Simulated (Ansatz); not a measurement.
Here is the system:

AlRu:
```cif
data_AlRu
_chemical_formula_sum 'Al1 Ru1'
_space_group_name_H-M_alt 'P 1'
_space_group_IT_number 1
_cell_length_a 2.98251
_cell_length_b 2.98251
_cell_length_c 2.98251
_cell_angle_alpha 90.000
_cell_angle_beta 90.000
_cell_angle_gamma 90.000
loop_
_space_group_symop_operation_xyz
  'x, y, z'
loop_
_atom_site_label
_atom_site_type_symbol
_atom_site_fract_x
_atom_site_fract_y
_atom_site_fract_z
_atom_site_occupancy
Al1 Al 0.00000 0.00000 0.00000 1
Ru1 Ru 0.50000 0.50000 0.50000 1
```

This is the r²SCAN-relaxed structure.

Task: All from r²SCAN in the plane-wave PAW code Ansatz, unless another level is named. Estimate the Young's modulus.

Result: 300 GPa.

Task: Next, the elastic constants (relaxed ions, GPa)?

Result: C11 = 348, C12 = 157, C44 = 136.

Task: Predict the zero-point energy.

Result: 44.5 meV/atom.

Task: And the highest zone-centre frequency?

Result: 323 cm^-1.

Task: Give the vibrational entropy at 300 K.

Result: 25.1 J/(K·mol of atoms).

Space group Pm-3m (CsCl type). Symmetry was held in the r²SCAN relaxation; phonons on a q-mesh show no instability. No spin polarisation was allowed. As this level gives no gap, shear constants depend on the k-mesh and smearing (Fermi–Dirac, 0.1 eV here). As this level gives no gap, phonon frequencies hold no LO–TO term and depend on the k-mesh and smearing (Fermi–Dirac, 0.1 eV here).

Potentials: the later of the program's two PAW sets.
